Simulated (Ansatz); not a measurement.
# Structure types of SiW compared at 160 GPa

Structure types of SiW are relaxed in primitive cells with their symmetry kept at 160 GPa, on PAW files; LAPW relaxes the small cells further and takes the PAW cell for the others (marked *). The enthalpy is E + pV at zero temperature, without zero-point motion. Only the types listed were tried, and differences under about 5 meV/atom are mesh noise. The real phase may be another.

All numbers are PBE results (scalar-relativistic) from Ansatz 0.2.0, with Fermi–Dirac smearing of 0.1 eV, no spin polarisation. Methods: LAPW: all electrons, basis error target 0.5 meV/atom; PAW: frozen-core files, cutoff 420 eV.

k meshes: rocksalt 15×15×15, CsCl 15×15×15, zincblende 13×13×13, wurtzite 10×10×6, WC 15×15×13.

Spin–orbit coupling is left out, which matters for the heavy atoms.

Question: Which type is lowest in enthalpy, and by how much?

Answer: CsCl, 212 meV/atom below distorted WC. The whole table:

```tsv
start type	ends as	a, b, c (Å)	V (Å³/atom)	H − H(lowest), LAPW (meV/atom)	same, PAW
rocksalt	rocksalt, Fm-3m	4.414, 4.414, 4.414	10.75	1345.5	1349.7
CsCl	CsCl, Pm-3m	2.728, 2.728, 2.728	10.15	0.0	0.0
zincblende	zincblende, F-43m	4.672, 4.672, 4.672	12.74	5349.0	5361.7
wurtzite*	flat h-MgO, P6_3/mmc	3.623, 3.623, 4.277	12.16	3323.3	3332.9
WC	distorted WC, P-6m2	2.581, 2.581, 3.609	10.41	212.3	212.0
```

Question: Split the lead of CsCl over distorted WC into energy and pV.

Answer: For distorted WC less CsCl: ΔE = -48.4 meV/atom, and p·ΔV = 160 GPa × +0.2610 Å³ × 6.242 meV/(GPa·Å³) = +260.6 meV/atom, together 212.2 meV/atom. CsCl wins by its smaller volume, against the internal energy.
